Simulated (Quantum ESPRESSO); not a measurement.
## Band energies of CaI2 monolayer

```
CELL_PARAMETERS angstrom
      4.43567     0.00000     0.00000
     -2.21784     3.84141     0.00000
      0.00000     0.00000    16.50000
ATOMIC_POSITIONS crystal
  Ca 0.00000 0.00000 0.00000
  I  0.33333 0.66667 0.10645
  I  0.66667 0.33333 0.89355
```

PBEsol (Quantum ESPRESSO, PseudoDojo norm-conserving, 70 Ry, with spin-orbit coupling); path ΓMKΓ; energies in eV from the valence-band maximum.

```csv
k (1/Å),point,band 24,band 25,band 26,band 27,band 28,band 29,band 30,band 31
0.00,Γ,0.00,4.15,4.15,4.26,4.26,4.26,4.26,4.73
0.12,,-0.09,4.17,4.17,4.31,4.31,4.33,4.33,4.79
0.23,,-0.23,4.02,4.02,4.48,4.48,4.56,4.56,4.96
0.35,,-0.33,3.84,3.84,4.69,4.69,4.72,4.72,5.06
0.47,,-0.44,3.66,3.66,4.86,4.86,4.93,4.93,5.27
0.58,,-0.58,3.52,3.52,5.01,5.01,5.13,5.13,5.57
0.70,,-0.71,3.43,3.43,5.13,5.13,5.27,5.27,5.52
0.82,M,-0.81,3.39,3.39,5.15,5.15,5.33,5.33,5.52
0.94,,-0.83,3.53,3.53,5.14,5.14,5.18,5.18,5.67
1.05,,-0.88,3.86,3.86,5.03,5.03,5.07,5.07,5.60
1.29,K,-0.95,4.57,4.57,4.72,4.72,4.79,4.79,5.73
1.38,,-0.92,4.47,4.47,4.59,4.59,5.00,5.00,5.60
1.48,,-0.84,4.38,4.38,4.43,4.43,5.16,5.16,5.54
1.57,,-0.73,4.28,4.28,4.33,4.33,5.20,5.20,5.51
1.67,,-0.61,4.18,4.18,4.28,4.28,5.22,5.22,5.37
1.76,,-0.48,4.12,4.12,4.27,4.27,5.16,5.16,5.25
1.86,,-0.37,4.11,4.11,4.27,4.27,4.94,4.94,5.20
1.95,,-0.28,4.13,4.13,4.27,4.27,4.75,4.75,5.06
2.05,,-0.19,4.17,4.17,4.25,4.25,4.54,4.54,4.91
2.23,Γ,0.00,4.15,4.15,4.26,4.26,4.26,4.26,4.73
```

The PBEsol gap is indirect, 3.39 eV, from Γ to M; the smallest direct gap is 4.09 eV. The valence-band maximum lies 6.29 eV below the vacuum level.

Geometry relaxed with PBEsol.

This is a model layer cut from the bulk structure; whether it is stable on its own was not checked.
